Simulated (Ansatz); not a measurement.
The start is a generated cell, KCl placed in the rocksalt structure type. The structure is fully relaxed (lattice and positions, P = 0) with PBE (plane waves to 420 eV, PAW, scalar-relativistic; Ansatz, a program for electronic structure). The first steps use a coarse 7×7×7 k-mesh.

Starting cell:
```
CELL_PARAMETERS angstrom
      0.00000     3.12567     3.12567
      3.12567     0.00000     3.12567
      3.12567     3.12567     0.00000
ATOMIC_POSITIONS crystal
  Cl 0.00000 0.00000 0.00000
  K  0.50000 0.50000 0.50000
```

- Outcome: The space group stays Fm-3m (No. 225) (the run could not lower it); the end is rock salt type, with 2 atoms in the primitive cell
- Energy released: 7 meV/atom
- Volume change: +6.4 %, from 30.54 to 32.48 Å³/atom
- Shortest distances (start → end): The closest pairs of elements (up to four, under 3.6 Å), start → end: Cl–K 3.13 → 3.19 Å
- Optimiser moves: 3

It ends as:

```cif
data_Cl4K4
_chemical_formula_sum 'Cl4 K4'
_space_group_name_H-M_alt 'Fm-3m'
_space_group_IT_number 225
_space_group_name_Hall '-F 4 2 3'
_cell_length_a 6.38117
_cell_length_b 6.38117
_cell_length_c 6.38117
_cell_angle_alpha 90.000
_cell_angle_beta 90.000
_cell_angle_gamma 90.000
loop_
_atom_site_label
_atom_site_type_symbol
_atom_site_symmetry_multiplicity
_atom_site_Wyckoff_symbol
_atom_site_fract_x
_atom_site_fract_y
_atom_site_fract_z
_atom_site_occupancy
Cl1 Cl 4 a 0.00000 0.00000 0.00000 1
K1 K 4 b 0.50000 0.50000 0.50000 1
```
(The calculation used a cell of 2 atoms; values per cell refer to that cell.)

Final values are on a 9×9×9 k-mesh of the relaxed cell. No spin polarisation in the result.

The run could not lose the symmetry of its start; a randomly shaken copy of 2 atoms returns to this structure.

All atoms sit on sites fixed by symmetry, so only the cell could relax.
